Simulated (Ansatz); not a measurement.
**PbTe (rock salt): frozen-phonon scan**

Starting cell, PbTe (rock salt):

```
PbTe
1.0
    0.00000     6.56902     6.56902
    3.28451     0.00000     3.28451
    3.28451     3.28451     0.00000
Te Pb
2 2
Direct
  0.00000   0.00000   0.00000
  0.50000   0.00000   0.00000
  0.25000   0.50000   0.50000
  0.75000   0.50000   0.50000
```

The atoms are displaced by Q × the pattern below (from a DFPT mode at L = (0.5, 0.0, 0.0), largest move 1; Q in Å), at fixed cell. (q is in reciprocal vectors of the primitive cell; the cell shown is doubled to hold the pattern.)

```csv
atom,x,y,z
Te1,-0.577,0.577,0.577
Te2,0.577,-0.577,-0.577
```

Atoms not listed stay in place.

Level of theory: PBE (plane waves to 420 eV, PAW, scalar-relativistic; Ansatz, a program for electronic structure). k mesh 9×9×9 (Γ-centred), Fermi-Dirac smearing 0.05 eV. The energy includes the smearing's −TS. Compression counts positive. PbTe was relaxed with its symmetry unable to fall. Spin-orbit coupling is left out, though Pb and Te are heavy. The zero of ΔE is the undisplaced structure.

| Q (Å) | ΔE (eV/cell) | −dE/dQ from forces (eV/Å) | P (GPa) |
|---|---|---|---|
| -0.180 | 0.1556 | 1.727 | 0.38 |
| -0.150 | 0.1081 | 1.440 | 0.27 |
| -0.120 | 0.0692 | 1.153 | 0.17 |
| -0.090 | 0.0389 | 0.865 | 0.10 |
| -0.060 | 0.0173 | 0.577 | 0.05 |
| -0.030 | 0.0043 | 0.289 | 0.01 |
| 0.000 | 0.0000 | 0.000 | 0.00 |
| 0.030 | 0.0043 | -0.289 | 0.01 |
| 0.060 | 0.0173 | -0.577 | 0.05 |
| 0.090 | 0.0389 | -0.865 | 0.10 |
| 0.120 | 0.0692 | -1.153 | 0.17 |
| 0.150 | 0.1081 | -1.440 | 0.27 |
| 0.180 | 0.1556 | -1.727 | 0.38 |

Key numbers:

The energy at Q = 0.180 Å is 155.6 meV/cell. Space group of the distorted cell: R-3m (No. 166), lowered from Fm-3m. Symmetry of the curve: even: the same for both signs. Shape of the curve: a single well with its minimum at or next to zero displacement. Harmonic wavenumber from the curvature (finite differences): 101 cm⁻¹. Wavenumber by perturbation theory (DFPT, on another k mesh): 101 cm⁻¹.

The 13 points together took about 7 core-minutes (a rough figure).

(A displaced cell: forces are minus the slopes of the energy, force constants its curvatures, and phonons follow from these.)
